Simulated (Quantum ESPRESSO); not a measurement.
# Computed records: AlSi6N (made-up cell)

All values are calculated (Quantum ESPRESSO 7.5). Calculation on a made-up crystal cell, not a measurement: periodic Kohn-Sham density functional theory in plane waves with PseudoDojo standard norm-conserving scalar-relativistic pseudopotentials, each functional with its own files (v0.5 for PBE, v0.4.1 for LDA and PBEsol), no spin polarisation, no spin-orbit coupling, atoms not relaxed, stress positive in tension, energies less a fixed whole-eV offset for each atom's element; levels are Kohn-Sham levels at fractions of this cell's reciprocal vectors, counted from the reference band (half the neutral cell's valence electrons, rounded up) at Gamma; error bars cover cutoff and k-mesh only, not smearing or the files; added strain carries the atoms with the cell, and shear is the tensor component; each bar is the largest change over components, and at least 0.002 eV, 0.002 eV per angstrom or 0.02 GPa; energies are for the whole cell, and the offsets were chosen from early runs and are not element reference energies.

```cif
# cell vector a (Å): 5.4985 0.0000 0.0000
# cell vector b (Å): 0.0000 5.4985 0.0000
# cell vector c (Å): 0.0000 0.0000 5.4985
data_AlSi6N
_symmetry_space_group_name_H-M 'P 1'
_symmetry_Int_Tables_number 1
_cell_length_a 5.4985
_cell_length_b 5.4985
_cell_length_c 5.4985
_cell_angle_alpha 90.000
_cell_angle_beta 90.000
_cell_angle_gamma 90.000
_cell_volume 166.24
loop_
_atom_site_label
_atom_site_type_symbol
_atom_site_fract_x
_atom_site_fract_y
_atom_site_fract_z
_atom_site_occupancy
Si1 Si 0.01824 0.00698 0.99103 1
Si2 Si 0.01257 0.50988 0.49692 1
N1 N 0.49501 0.00024 0.51416 1
Si3 Si 0.51159 0.50432 0.97963 1
Al1 Al 0.25141 0.26549 0.26163 1
Si4 Si 0.26442 0.73100 0.76708 1
Si5 Si 0.76214 0.25043 0.73533 1
Si6 Si 0.72780 0.77403 0.24063 1
_calc_lattice_type 'zincblende/diamond'
_calc_functional 'pbe'
_calc_cutoff 1143  # eV
_calc_fermi_dirac_smearing 0.1  # eV
_calc_scf_tolerance 1e-07  # eV
_calc_electrons_removed 0
_calc_added_strain_kind 'uniform'
_calc_added_strain 0.0206
_calc_k_mesh '6 x 6 x 6, shifted by half a step'
_calc_structure_shown 'before the added strain of 0.0206'
_calc_free_energy_less_offsets 4.668  # eV
_calc_smearing_term_minus_ts -0.05371  # eV
_calc_scf_iterations 11
_calc_pressure -9.155  # GPa
_calc_stress_xx 9.486  # GPa
_calc_stress_yy 9.187  # GPa
_calc_stress_zz 8.793  # GPa
_calc_stress_yz -0.5507  # GPa
_calc_stress_xz 0.1199  # GPa
_calc_stress_xy 0.9626  # GPa
_calc_fermi_level 0.08609  # eV
_calc_reference_band 16
_calc_error_bar_energy 0.006677  # eV
_calc_error_bar_stress 0.03158  # GPa
_calc_error_bar_force 0.01341  # eV/angstrom
_calc_error_bar_next_band_up 0.003043  # eV
_calc_error_bar_fermi_level 0.01958  # eV
_calc_error_bars_from 'tighter rerun of a related cell'
```

Atoms:
```tsv
atoms element	atom site	atom energy offset (eV)
Si	1	-115
Si	2	-115
N	3	-283
Si	4	-115
Al	5	-64
Si	6	-115
Si	7	-115
Si	8	-115
```

Forces:
```tsv
site	x (eV/Å)	y (eV/Å)	z (eV/Å)
1	-0.6995	-0.1791	0.1418
2	-1.355	1.023	0.236
3	0.5702	0.1232	-0.5767
4	0.7404	-0.8137	1.103
5	1.496	-1.51	-0.001522
6	-0.5874	1.891	-1.723
7	-0.5968	-0.9405	-0.5241
8	0.4327	0.4067	1.345
```

Levels:
```tsv
level k point	next band up (eV)
Gamma	0.2877
(1/2,1/2,1/2)	0.15
(0.15,0,0)	0.1218
(0,0.15,0)	0.1761
(0,0,0.15)	0.1486
```
